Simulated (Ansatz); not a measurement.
SiRu:
```yaml
crystal:
  lattice:
    - [4.73656, 0.00000, 0.00000]
    - [0.00000, 4.73656, 0.00000]
    - [0.00000, 0.00000, 4.73656]
  atoms:
    - { symbol: Si, position: [0.16254, 0.33746, 0.66254] }
    - { symbol: Si, position: [0.33746, 0.66254, 0.16254] }
    - { symbol: Si, position: [0.66254, 0.16254, 0.33746] }
    - { symbol: Si, position: [0.83746, 0.83746, 0.83746] }
    - { symbol: Ru, position: [0.87097, 0.62903, 0.37097] }
    - { symbol: Ru, position: [0.62903, 0.37097, 0.87097] }
    - { symbol: Ru, position: [0.37097, 0.87097, 0.62903] }
    - { symbol: Ru, position: [0.12903, 0.12903, 0.12903] }
```

DFT-PBE in the program Ansatz with PAW potentials gives a gap of 0.22 eV without spin–orbit coupling, maximum on the Γ–X line, 45 % of the way from Γ, minimum off the standard path, at k = (0.000, 0.232, 0.294).

**Question.** What happens when spin–orbit coupling is switched on?

**Answer.** The gap decreases by 0.07 eV, to 0.15 eV; maximum on the Γ–X line, 44 % of the way from Γ, minimum off the standard path, at k = (0.000, 0.302, 0.224).

Space group P2_13. Symmetry was held in the PBE relaxation. No spin polarisation was allowed.

Potentials: the earlier of the program's two PAW sets.
